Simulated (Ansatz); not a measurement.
**Calculated coordination and ³³S quadrupole coupling for Mg2Mn3CrS8**

Cell: a computed structure from the Materials Project (it need not be an observed phase).

```xyz
14
Lattice="3.6398 2.1015 5.9416 -3.6398 2.1015 5.9416 0.0000 -4.2029 5.9416" Properties=species:S:1:pos:R:3 pbc="T T T"
Mg    0.0000    0.0000   15.5828
Mg    0.0000    0.0000    2.2419
Mn    1.8199   -1.0507    5.9416
Mn   -1.8199   -1.0507    5.9416
Mn    0.0000    2.1015    5.9416
Cr    0.0000    0.0000    8.9124
S     1.6324   -0.9425   10.4343
S     1.6324    0.9425    7.3904
S     0.0000    0.0000    4.6766
S     0.0000   -1.8849    7.3904
S     0.0000    0.0000   13.1481
S     0.0000    1.8849   10.4343
S    -1.6324    0.9425    7.3904
S    -1.6324   -0.9425   10.4343
```

Atoms are numbered from 1 in the order listed; like atoms form one site, named after its first atom.

All values are calculated (Ansatz; DFT, r2SCAN, plane waves and PAW, scalar-relativistic, collinear spin, 500 eV cutoff, Γ-centred 6×6×6 k-points, Fermi–Dirac smearing 0.05 eV), not measured. Start moments as typed (μB): 5 on each Mn, none on the rest.

Q(³³S) = -69.40 mb.

Problem. Order the S environments from the weakest to the strongest quadrupole coupling.
A. S9: 1 Mg at 2.43 Å, 3 Mn at 2.45 Å
B. S7: 1 Cr at 2.42 Å, 1 Mg at 2.45 Å, 2 Mn at 2.47 Å

Solution. B (3.05 MHz, η = 0.71), A (4.61 MHz, η = 0.00).

An axis of threefold or higher order runs through S9, so V_zz lies along it and η is zero.

The program didn't check the stability of this electronic state in full, so a lower one may lie near. With no gap above 0.1 eV, as in a metal, the gradients converge slowly in k; expect changes of a tenth or more on a denser mesh. Semilocal functionals can leave a metal where correlation in the d or f shell opens a gap in the real compound, and that would change the values at and beside Cr and Mn. All moments are parallel here, as the start or the cell imposes; many such compounds order antiparallel, where fields and spin densities carried over to other atoms largely cancel. The magnetic order is the one that the run reached from its start moments, not necessarily the measured one.
